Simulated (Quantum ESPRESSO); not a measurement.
Field gradients of SiO2 from the PAW reconstruction of the field gradient on a scalar-relativistic PBE ground state (a modified build of Quantum ESPRESSO, JTH datasets), 22.5 Ha, k-mesh 5×5×4 through Γ:

```xyz
12
Lattice="5.0426 0.0000 0.0000 0.0000 5.0426 0.0000 0.0000 0.0000 6.7953" Properties=species:S:1:pos:R:3 pbc="T T T"
Si     3.5186     3.5186     3.3976
Si     4.0453     0.9973     5.0964
Si     1.5240     1.5240     0.0000
Si     0.9973     4.0453     1.6988
O      4.4974     3.8427     2.1483
O      3.7212     1.9762     3.8471
O      0.5451     1.1999     5.5459
O      1.3214     3.0664     0.4495
O      1.9762     3.7212     2.9482
O      1.1999     0.5451     1.2494
O      3.0664     1.3214     6.3458
O      3.8427     4.4974     4.6470
```
The cell was made here from a computed Materials Project entry: strained by -2 % along the unique axis and by +1 % across it, atoms relaxed (PBE without dispersion, pw.x of Quantum ESPRESSO, symmetry kept). The parent is SiO2 in P4₁2₁2. Stability against distortions was not tested.

Vzz is the sum of three terms, each taken along its main axis: the smooth valence density, the ions (nucleus and frozen core) with the augmentation charges of all other spheres, and the all-electron minus smooth density in the atom's own sphere. The split hangs on the datasets.  Cores are frozen. Against all-electron runs on small test molecules, this scheme's |Vzz| missed by −6 % on Si, −2 to +6 % on O.

```json
[
 {"site": "Si (atoms 1, 2, 3, 4)", "smooth valence density": "0.018", "ions and other spheres": "-0.012", "own sphere": "(withheld)", "Vzz (a.u.)": "(withheld)"},
 {"site": "O (atoms 5, 6, 7, 8, 9, 10, …)", "smooth valence density": "-0.403", "ions and other spheres": "0.649", "own sphere": "(withheld)", "Vzz (a.u.)": "(withheld)"}
]
```

Task: What belongs in the gaps?

Result: 
- Si (atoms 1, 2, 3, 4), own sphere: 0.039
- Si (atoms 1, 2, 3, 4), Vzz (a.u.): 0.045
- O (atoms 5, 6, 7, 8, 9, 10, …), own sphere: 0.704
- O (atoms 5, 6, 7, 8, 9, 10, …), Vzz (a.u.): 0.950
